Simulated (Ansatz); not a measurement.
Hf$_{3}$Cu$_{4}$Si$_{2}$ in space group P-62m (No. 189; Hf on 3g, Si on 2c, Cu on 3f, Cu on 1b), r²SCAN (plane waves, PAW; program Ansatz), all energies at zero smearing, with the estimated change up to a 700 eV cutoff added, with one set of potentials and settings (totals compare only within such a set). Cell of 9 atoms (3 Hf, 2 Si, 4 Cu): -75009.256 eV.

```csv
element,reference phase,E (eV/atom)
Hf,"P6_3/mmc, 2 atoms in the cell",-15733.7929
Si,"Fd-3m, 2 atoms in the cell",-639.0665
Cu,"Fm-3m, 1 atoms in the cell",-6631.2549
```

Formation energy per atom, worked out: (-75009.256 − 3×(-15733.7929) − 2×(-639.0665) − 4×(-6631.2549))/9 = -0.525 eV/atom (-51 kJ per mol of atoms), at 0 K, without zero-point energy or fitted corrections.

The first step of the workflow began from a Materials Project structure, measured or hypothetical; the Crystallography Open Database copy checked does not list it. Its standing as an ambient phase is unchecked. The r²SCAN relaxation kept the symmetry of its start; its stability against distortions is not shown here. No spin polarisation was allowed. The references are the lowest solids computed at this level, not always the standard phases. Spin–orbit coupling is left out wherever it is not named.

Potentials: the earlier of the program's two PAW sets.
